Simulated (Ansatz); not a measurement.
Consider the following.

BeTe (rock salt, Fm-3m), a = b = c = 5.3014 Å, α = β = γ = 90.00°; the cell used has 2 atoms.

This is the PBEsol-relaxed structure.

All from the program Ansatz at the PBEsol level (PAW), unless another level is named. Give the Poisson's ratio.

0.26.

Give the elastic constants (relaxed ions, GPa).

C11 = 126, C12 = 45.8, C44 = 43.5.

The start of the workflow was typed in or built on a structure type; neither database checked (COD, Materials Project) lists it. COD files the formula under space group No. 216, so this cell is another polymorph or a model. Whether it is the stable phase at ambient conditions was not checked. The PBEsol relaxation kept the symmetry of its start. At this level the phase is dynamically unstable (imaginary phonons). As this level gives no gap, shear constants depend on the k-mesh and smearing (Fermi–Dirac, 0.1 eV here). Spin–orbit coupling is left out wherever it is not named.

Potentials: the later of the program's two PAW sets.
